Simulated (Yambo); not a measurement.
N (space group P4_2/mnm, No. 136), G0W0@LDA in Yambo with this input:

```
rim_cut
gw0
dyson
el_el_corr
HF_and_locXC
ppa
em1d
RandQpts= 1000000
RandGvec= 1 Ry
EXXRLvcs= 84 Ry
VXCRLvcs= 336 Ry
Chimod= "HARTREE"
% BndsRnXp
 1 | 158 |
%
NGsBlkXp= 8 Ry
% LongDrXp
 1.0 | 1.0 | 1.0 |
%
PPAPntXp= 27.2114 eV
% GbndRnge
 1 | 158 |
%
GTermKind= "BG"
DysSolver= "n"
ExtendOut
```

On a 4×4×2 mesh, with wavefunctions cut at 84 Ry, the gap (A → Γ) is 13.027 eV and the valence edge shifts by -2.999 eV.

Task: What happens with this change: 3 Ry block?

Result: The gap rises by 0.106 eV, to 13.133 eV; the shift of the valence edge becomes -2.932 eV. Neither run is shown to be the converged limit.

Geometry of the Materials Project entry, not relaxed at this level; primitive cell a = b = 4.0841 Å, c = 5.3459 Å, α = β = γ = 90.00°.

The structure is a Materials Project entry; no match was found in the copy of COD used, and its stability was not checked.

A shift is the quasiparticle energy of the state minus its LDA energy.

The distance between layers or molecules is the database entry's, not relaxed here. Functionals without dispersion can leave it too large, which widens gaps and weakens the response across layers: the numbers belong to this cell.
